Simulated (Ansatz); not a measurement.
**What moves the field gradients of SrHgGeSe4?**

Cell of run 1: a refined structure from the COD, atoms as given.

Space group Ama2 (No. 40); a = 10.8375, b = 10.7456, c = 6.6377 Å.

```csv
site,Wyckoff,site symmetry,x,y,z
Sr,4a,..2,0.0000,0.0000,0.2532
Ge,4b,m..,0.2500,0.2182,0.7376
Hg,4b,m..,0.2500,0.8329,0.6939
Se7,8c,1,0.0763,0.7305,0.4520
Se11,4b,m..,0.2500,0.4089,0.5535
Se13,4b,m..,0.2500,0.0644,0.4930
```

One atom of each set is listed; the run and its k-mesh use a cell of 14 atoms with edges of 10.84, 6.32, 6.32 Å.

Relaxed positions (PBE, cell held):

Sr (0.0000, 0.0000, 0.2561)
Ge (0.2500, 0.2186, 0.7382)
Hg (0.2500, 0.8364, 0.6918)
Se7 (0.0731, 0.7295, 0.4533)
Se11 (0.2500, 0.4144, 0.5586)
Se13 (0.2500, 0.0662, 0.4839)

All runs are DFT with Ansatz 0.2.0 (plane waves and PAW, scalar-relativistic unless spin–orbit coupling is named, Γ-centred meshes, Fermi–Dirac smearing where given) in this cell.

Run 1: PBE, atoms as given; 420 eV, 3×5×5 k-points, smearing 0.02 eV.
Run 2: PBE, atoms relaxed; 420 eV, 3×5×5 k-points, smearing 0.02 eV.
Run 3: r2SCAN, at the relaxed atoms; 500 eV, 3×5×5 k-points, smearing 0.02 eV.
Run 4: PBE with spin–orbit coupling, at the relaxed atoms; 420 eV, 3×5×5 k-points, smearing 0.02 eV.

```csv
run,Hg V_zz (η),Se7 V_zz (η),Se13 V_zz (η)
1,-20.4 (0.50),27.1 (0.85),31.7 (0.42)
2,-17.51 (0.44),28.0 (0.87),32.6 (0.49)
3,?,?,?
4,-16.72 (0.45),27.7 (0.90),32.3 (0.51)
```

V_zz in 10²¹ V/m²; 3 of the 6 sets of like atoms are followed.

Problem. Estimate the row of run 3.

Solution. Hg: -20.7 (0.45); Se7: 29.3 (0.83); Se13: 33.7 (0.45). It lies nearest to run 1, from whose tensors on these sites it differs by 2.75 at most (largest principal value of the difference, on Se13). Taken one at a time, the functional (r2SCAN with its higher cutoff) moves the tensors on these sites by up to 3.21 (largest principal value of the change, on Hg), the positions of the atoms (as given or relaxed) by 2.91 (Hg), spin–orbit coupling by 0.79 (Hg).

In runs 1, 3 the atoms aren't at the calculated equilibrium (largest force 0.51, 0.36 eV/Å).
